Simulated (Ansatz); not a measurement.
A generator proposed this cell of Ba4AlAs.

```yaml
crystal:
  lattice:
    - [0.00000, 4.39049, 4.39049]
    - [4.39049, 0.00000, 4.39049]
    - [4.39049, 4.39049, 0.00000]
  atoms:
    - { symbol: Ba, position: [0.37592, 0.37592, 0.87224] }
    - { symbol: Ba, position: [0.87224, 0.37592, 0.37592] }
    - { symbol: Ba, position: [0.37592, 0.37592, 0.37592] }
    - { symbol: Ba, position: [0.37592, 0.87224, 0.37592] }
    - { symbol: Al, position: [0.00000, 0.00000, 0.00000] }
    - { symbol: As, position: [0.75000, 0.75000, 0.75000] }
```

Method: DFT PBE, scalar-relativistic, plane waves, PAW (Ansatz 0.2.0). Plane waves to 420 eV, a k mesh through Γ of 4×4×4 on the computed 6-atom cell and Gaussian smearing (0.10 eV); no spin polarisation.

Formation energies are uncorrected and refer to the elements' standard structures at the same level.

Problem. Estimate its pressure, forces and energy as it stands.

Solution. The pressure is 11.9 GPa (it wants to expand), the largest force is 0.02 eV/Å, and the energy is +0.71 eV/atom against the elements. The shortest distance is 3.08 Å.

Problem. Is it a good guess?

Solution. A rough one: relaxing gains about 0.31 eV/atom (the start's value is from the coarse mesh, so the gain is rough) in 10 ionic steps and ends at +0.40 eV/atom on the finer mesh. The symmetry stays F-43m (No. 216). The volume per atom grows by 41.8 %, from 28.2 to 40.0 Å³. The shortest distance goes from 3.08 Å (Ba–Ba) to 3.45 Å (Ba–Ba). Conventional cell: a = 9.865 Å. Around Ba lie 6 Ba at 3.45–3.52 Å, 3 As at 4.09 Å and 3 Al at 4.09 Å; Al is surrounded by 12 Ba at 4.09 Å and 4 As at 4.27 Å; around As lie 12 Ba at 4.09 Å and 4 Al at 4.27 Å.

The last run used an 8×8×8 mesh for its 6-atom cell and Gaussian smearing of 0.10 eV. The cell is a metal run without spin; a magnetic state may lie lower. The reference form of As is held partly by dispersion forces, which this level lacks. The relaxation can't lower the symmetry of the start, and the grade says only how near the guess is to its own end. Symmetry constrained the relaxation, so the result can be a saddle point.
